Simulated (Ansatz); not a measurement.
# A trial form of Ga3S2

Method: DFT PBE, scalar-relativistic, plane waves, PAW (Ansatz 0.2.0). Cutoff 420 eV, Gaussian smearing, Γ-centred meshes. Cell and atoms relax first on a coarse mesh and then on a finer one. In between, the cell is made exact in the group found at 0.06 Å. In metals the finer mesh still leaves noise of several meV/atom or more. The steps can't lower the symmetry of their start. No spin polarisation.

A trial structure of Ga3S2 was built thus: random cell by space group and Wyckoff sites (I4/mmm, No. 139). Its size is a rough estimate.

```cif
data_structure
_symmetry_space_group_name_H-M 'I4/mmm'
_symmetry_Int_Tables_number 139
_cell_length_a 5.3427
_cell_length_b 5.3427
_cell_length_c 5.4247
_cell_angle_alpha 90.000
_cell_angle_beta 90.000
_cell_angle_gamma 90.000
_cell_volume 154.84
loop_
_atom_site_label
_atom_site_type_symbol
_atom_site_symmetry_multiplicity
_atom_site_Wyckoff_symbol
_atom_site_fract_x
_atom_site_fract_y
_atom_site_fract_z
_atom_site_occupancy
Ga1 Ga 4 c 0.00000 0.50000 0.00000 1
Ga2 Ga 2 b 0.00000 0.00000 0.50000 1
S1 S 4 e 0.00000 0.00000 0.65141 1
```

Energies over the elements count from the elements' standard structures at the same level, with no fitted energy shifts.

**Question.** Which structure results?

**Answer.** The symmetry stays I4/mmm (No. 139). The volume per atom grows by 30.7 %, from 15.5 to 20.2 Å³. The shortest distance goes from 0.82 Å (Ga–S) to 2.40 Å (Ga–S). The ratio c/a of the conventional cell changes by a factor of 1.41. The energy falls by about 66.8 eV/atom (the start's value is from the coarse mesh). The end is written in a standard setting, so origin, axes and order of atoms can differ from the start's. Conventional cell: a = 5.208 Å, c = 7.459 Å. Around Ga on a site of symmetry mmm lie 2 Ga at 2.60 Å and 4 S at 2.93 Å; around Ga on a site of symmetry 4/mmm lie 2 S at 2.40 Å and 4 Ga at 2.60 Å; around S lie 1 Ga at 2.40 Å, 1 S at 2.67 Å and 4 Ga at 2.93 Å.

```cif
data_structure
_symmetry_space_group_name_H-M 'I4/mmm'
_symmetry_Int_Tables_number 139
_cell_length_a 5.2079
_cell_length_b 5.2079
_cell_length_c 7.4593
_cell_angle_alpha 90.000
_cell_angle_beta 90.000
_cell_angle_gamma 90.000
_cell_volume 202.31
loop_
_atom_site_label
_atom_site_type_symbol
_atom_site_symmetry_multiplicity
_atom_site_Wyckoff_symbol
_atom_site_fract_x
_atom_site_fract_y
_atom_site_fract_z
_atom_site_occupancy
Ga1 Ga 4 c 0.00000 0.50000 0.00000 1
Ga2 Ga 2 b 0.50000 0.50000 0.00000 1
S1 S 4 e 0.50000 0.50000 0.32110 1
```

**Question.** Give its energy and gap.

**Answer.** The formation energy is 0.00 eV/atom and the gap on the 10×10×10 mesh of the 5-atom cell is 0 eV (a metal).

The formation energy is too near zero to say whether this cell lies below the elements.

The last run used Gaussian smearing of 0.10 eV. For metals, differences of a few meV/atom aren't resolved. An odd number of electrons in the primitive cell allows no gap without spin; a larger cell or a magnetic state could open one. The reference form of S is held partly by dispersion forces, which this level lacks. A structure relaxed within its symmetry needn't be a true minimum. Another cell of Ga3S2 relaxed alike, in P-6m2, lies 70 meV/atom lower, so this cell isn't the stable form at this level.
